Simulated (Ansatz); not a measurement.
AlRu (CsCl type, Pm-3m) at seven volumes, plane-wave PAW PBE (Ansatz code), scaled uniformly. One row is withheld.

```
V (Å³/atom)  P (GPa)
-----------  -------
12.335             ?
12.741         14.42
13.148          6.62
13.554          0.00
13.961         -5.63
14.368        -10.42
14.774        -14.48
```

Fit the shown pressures and predict the withheld one.

P = (3/2)B₀(x^(7/2) − x^(5/2))[1 + (3/4)(B′ − 4)(x − 1)] with x = (V₀/V)^(2/3). Least squares on the six rows gives V₀ = 13.554 Å³/atom, B₀ = 203 GPa, B′ = 4.42. At V = 12.335, x = 1.0648 and P = 23.57 GPa. The run itself gave 23.59 GPa.

The cell was relaxed with PBE under the symmetry of its start. The run is not spin-polarised.

Potentials: the later of the program's two PAW sets.
